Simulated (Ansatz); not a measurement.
V₂InC:
```yaml
crystal:
  lattice:
    - [3.00576, 0.00000, 0.00000]
    - [-1.50288, 2.60306, 0.00000]
    - [0.00000, 0.00000, 13.53139]
  atoms:
    - { symbol: V, position: [0.33333, 0.66667, 0.07757] }
    - { symbol: V, position: [0.66667, 0.33333, 0.92243] }
    - { symbol: V, position: [0.66667, 0.33333, 0.57757] }
    - { symbol: V, position: [0.33333, 0.66667, 0.42243] }
    - { symbol: In, position: [0.33333, 0.66667, 0.75000] }
    - { symbol: In, position: [0.66667, 0.33333, 0.25000] }
    - { symbol: C, position: [0.00000, 0.00000, 0.00000] }
    - { symbol: C, position: [0.00000, 0.00000, 0.50000] }
```

Relaxed with r²SCAN. Special points in fractions of this cell's reciprocal vectors: Γ (0.000, 0.000, 0.000); M (0.500, 0.000, 0.000); K (0.333, 0.333, 0.000); A (0.000, 0.000, 0.500); L (0.500, 0.000, 0.500); H (0.333, 0.333, 0.500).

List the band energies nearest the Fermi level at these points for r²SCAN (plane waves, PAW; program Ansatz).

In eV from the Fermi level; about four levels below and three above (degenerate sets whole), none deeper than 8.9 eV; points with the same levels are listed once.

```json
[
 {"k": "Γ", "below": "-0.56 -0.56 -0.55 -0.55 -0.26 -0.21", "above": "0.47 0.47 0.53 0.53"},
 {"k": "M", "below": "-2.51 -2.45 -1.83 -1.82", "above": "0.90 0.98 1.06"},
 {"k": "K", "below": "-1.74 -1.74 -1.70 -1.23", "above": "0.27 0.57 0.57"},
 {"k": "A", "below": "-0.55 -0.55 -0.55 -0.55 -0.24 -0.24", "above": "0.50 0.50 0.50 0.50"},
 {"k": "L", "below": "-2.47 -2.47 -1.82 -1.82", "above": "0.98 0.98 1.08 1.08"},
 {"k": "H", "below": "-1.61 -1.61 -0.44 -0.44", "above": "0.37 0.37 1.29 1.29"}
]
```

Space group P6_3/mmc. The first step of the workflow began from a Materials Project structure, measured or hypothetical; the Crystallography Open Database copy checked does not list it. Its standing as an ambient phase is unchecked. The cell was relaxed with r²SCAN under the symmetry of its start; its stability against distortions is not shown here. The run is not spin-polarised. Spin–orbit coupling is left out wherever it is not named.

Potentials: the later of the program's two PAW sets.
